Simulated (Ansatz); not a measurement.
# Structures of Y₃GaC: which is lowest?

Plane-wave DFT in Ansatz with scalar-relativistic PAW potentials, cutoff 420 eV, Γ-centred meshes chosen by cell and gap, Gaussian smearing with energies taken to zero width. Every cell was relaxed (cell and atoms) in a run of its own, within the symmetry of its start. Functional: PBEsol.

Relaxed structures (starts from databases or built by putting these elements on another compound's sites):
A. R-3c, 10 atoms in the computed cell, a = 6.783 Å, c = 16.609 Å; sites (symmetry × multiplicity) Y .2 × 18, Ga 32 × 6, C -3. × 6; start: built
B. Pm-3m, 5 atoms in the computed cell, a = 4.806 Å; sites (symmetry × multiplicity) Y 4/mm.m × 3, Ga m-3m × 1, C m-3m × 1; start: built

Problem. Rank them by energy. Could pressure change the order?

Solution.
```csv
structure,group,E − E(lowest) (meV/atom),V (Å³/atom),gap on mesh (eV)
A,R-3c,0.0,22.06,0.00
B,Pm-3m,10.0,22.21,0.00
```

A is lowest, 10 meV/atom under B. The lowest is also the densest of these, so pressure wouldn't bring one of the others in at first order. Other structures may lie lower than all of these, and vibrations aren't counted.